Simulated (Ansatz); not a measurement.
**Pd: energy along a strain**

Pd, Fm-3m, a = 3.890 Å (as given, not relaxed at this level: -8.0 GPa). Ansatz: LDA, PAW, 420 eV, Γ-centred 20×20×20 mesh on 1 atom, Gaussian smearing 0.15 eV; no spin polarisation. Cell vectors (Å): 0.000 1.945 1.945; 1.945 0.000 1.945; 1.945 1.945 0.000. The cell is strained by x per cent times the pattern (0 0 1 0 0 0) in the order xx yy zz yz xz xy (engineering shears), with fractional coordinates held. y is the free energy over the start, V0 = 14.714 Å³/atom.

```tsv
x (%)	y (meV/atom)
-6.00	-2.38
-4.50	-10.26
-3.00	-12.18
0.00	0.00
1.50	13.19
4.50	51.58
6.00	?
```

Question: Fit y = c1 x + c2 x² + c3 x³ to the other rows, get the stiffness along the pattern, and predict the missing energy.

Answer: Least squares on the rows shown. y = 7.3213 x + 1.0204 x² − 0.022277 x³. The clamped-ion stiffness p·C·p = 2 × 10.20 eV × 160.2 / 14.714 Å³ = 222 GPa, which is C33 in these axes (C11 of the cubic crystal) (second derivative at the start, which stands under stress). At x = 6.00 the fit asked for gives 75.85 meV/atom. The run gave 75.91 meV/atom, so the fit is 0.06 meV/atom too low, a small miss on the scale of the series.